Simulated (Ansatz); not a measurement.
HfN:
```
HfN
1.0
    0.00000     2.27387     2.27387
    2.27387     0.00000     2.27387
    2.27387     2.27387     0.00000
Hf N
1 1
Cartesian
  0.00000   0.00000   0.00000
  2.27387   2.27387   2.27387
```

Relaxed with PBE. Special points in fractions of this cell's reciprocal vectors: Γ (0.000, 0.000, 0.000); X (0.500, 0.000, 0.500); U (0.625, 0.250, 0.625); K (0.375, 0.375, 0.750); L (0.500, 0.500, 0.500); W (0.500, 0.250, 0.750).

Task: List the band energies nearest the Fermi level at these points for PBE (plane waves, PAW; program Ansatz).

Result: In eV from the Fermi level; about four levels below and three above (degenerate sets whole), none deeper than 8.9 eV; … stands for higher levels left out; points with the same levels are listed once.

```csv
k,below,above
Γ,-2.96 -2.96 -2.96 -0.38 -0.38 -0.38,1.55 …
X,-5.47 -3.77 -3.67 -3.67,3.96 5.31 5.33 5.33
U,-6.31 -5.57 -4.93 -0.85,3.74 4.30 5.77
L,-8.82 -6.15 -6.15,3.13 3.56 3.56
W,-6.09 -5.49 -5.49,1.08 1.08 5.30
```

Space group Fm-3m (rock salt). Symmetry was held in the PBE relaxation. No spin polarisation was allowed. With an odd number of electrons in the cell and no spin polarisation, the count alone makes it a metal. Spin–orbit coupling is left out wherever it is not named.

Potentials: the later of the program's two PAW sets.
